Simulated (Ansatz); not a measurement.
Here is the system:

As:
```
As
1.0
   -3.45357     3.45357     3.45357
    3.45357    -3.45357     3.45357
    3.45357     3.45357    -3.45357
As
4
Cartesian
  2.59018   0.86339  -0.86339
  0.86339  -0.86339   2.59018
 -0.86339   2.59018   0.86339
  0.86339   0.86339   0.86339
```

This is the PBEsol-relaxed structure.

### Question
All from PBEsol (plane waves, PAW; program Ansatz), unless another level is named. Predict the electronic character.

### Answer
metallic (no gap).

### Question
Predict the density of states at the Fermi level.

### Answer
0.51 states/eV per atom (mean over ±0.08 eV).

### Question
Give the gap with spin–orbit coupling.

### Answer
none (metallic).

Space group I4_132. The start of the workflow was typed in or built on a structure type; neither database checked (COD, Materials Project) lists it. It is not the phase usual at ambient conditions (space group No. 166). The PBEsol relaxation kept the symmetry of its start. At this level the phase is dynamically unstable (imaginary phonons). The volume moved by 54 % from the start of the relaxation. Spin–orbit coupling is left out wherever it is not named.

Potentials: the later of the program's two PAW sets.
